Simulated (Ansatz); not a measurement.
Input:

Y4Zr3O12:
```
CELL_PARAMETERS angstrom
     -6.31827     0.00000     0.00000
      0.96559     1.30312    -6.34693
      1.06375    -6.28056     0.00000
ATOMIC_POSITIONS crystal
  Y  0.30276 0.60969 0.13450
  Y  0.69724 0.39031 0.86550
  Y  0.61282 0.13417 0.30045
  Y  0.38718 0.86583 0.69955
  Zr 0.00000 0.00000 0.00000
  Zr 0.15166 0.33002 0.60253
  Zr 0.84834 0.66998 0.39747
  O  0.41372 0.17950 0.58357
  O  0.58628 0.82050 0.41643
  O  0.17154 0.57459 0.43022
  O  0.82846 0.42541 0.56978
  O  0.58876 0.43441 0.18848
  O  0.41124 0.56559 0.81152
  O  0.97739 0.11747 0.32128
  O  0.02261 0.88253 0.67872
  O  0.07871 0.30466 0.91264
  O  0.92129 0.69534 0.08736
  O  0.31383 0.94067 0.06627
  O  0.68617 0.05933 0.93373
```

This is the r²SCAN-relaxed structure. Tensor components refer to the Cartesian frame of this cell.

### Question
All from DFT-r²SCAN in the program Ansatz with PAW potentials, unless another level is named. Estimate the smallest direct gap on the standard path.

### Answer
4.86 eV.

### Question
Predict the band gap.

### Answer
4.71 eV (indirect).

### Question
Predict the formation energy from the elements (no fitted shifts).

### Answer
-3830 meV/atom.

### Question
What about the conduction-band minimum?

### Answer
at X (k = 0.500, 0.000, 0.000 in fractions of the reciprocal vectors).

Space group P-1. The first step of the workflow began from a Materials Project structure, measured or hypothetical; the Crystallography Open Database copy checked does not list it. Entries of such low symmetry are often ordered models of mixed-site phases. Whether it is the stable phase at ambient conditions was not checked. Symmetry was held in the r²SCAN relaxation; its stability against distortions is not shown here. The run is not spin-polarised. The references are the lowest solids computed at this level, not always the standard phases (solids in place of the gases). Spin–orbit coupling is left out wherever it is not named.

Potentials: the later of the program's two PAW sets.
